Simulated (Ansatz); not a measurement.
MgO:
Space group Fm-3m (No. 225); a = b = c = 4.2042 Å, α = β = γ = 90.00°

```tsv
atom	site	symmetry	x	y	z
O	4a	m-3m	0.0000	0.0000	0.0000
Mg	4b	m-3m	0.5000	0.5000	0.5000
```
(The calculation used a cell of 2 atoms; values per cell refer to that cell.)

Relaxed with r²SCAN. Independent-particle spectrum: no excitons, no local fields, no scissors shift; 0.1 eV broadening; ε₁ of the summed bands alone.

### Question
Tabulate the dielectric function from DFT-r²SCAN in the program Ansatz with PAW potentials.

### Answer


```
E (eV)  ε₁ xx  ε₂ xx
------  -----  -----
0.0      2.83   0.00
0.4      2.84   0.00
0.8      2.84   0.00
1.2      2.85   0.00
1.6      2.87   0.00
2.0      2.89   0.00
2.4      2.92   0.00
2.8      2.95   0.00
3.2      3.00   0.00
3.6      3.05   0.00
4.0      3.11   0.00
4.4      3.19   0.00
4.8      3.29   0.00
5.2      3.44   0.00
5.6      3.73   0.01
6.0      3.88   0.44
6.4      3.84   0.64
6.8      3.82   0.77
7.2      3.83   0.88
7.6      3.87   0.98
8.0      3.94   1.09
8.4      4.07   1.23
8.8      4.26   1.44
9.2      4.59   1.83
9.6      4.45   3.31
10.0     3.33   3.12
10.4     3.03   2.85
10.8     3.02   2.65
11.2     3.33   2.53
11.6     4.15   3.56
12.0     2.68   5.48
```

### Question
From ε at 6.6 eV (xx: 3.82 + 0.71i), find n, k, the normal reflectivity and the absorption coefficient.

### Answer
n = 1.96, k = 0.181, R = 11 %, α = 2kE/ħc = 120000 cm⁻¹.

With all bands, ε∞ without local fields is 2.96.

Symmetry was held in the r²SCAN relaxation.

Potentials: the later of the program's two PAW sets.
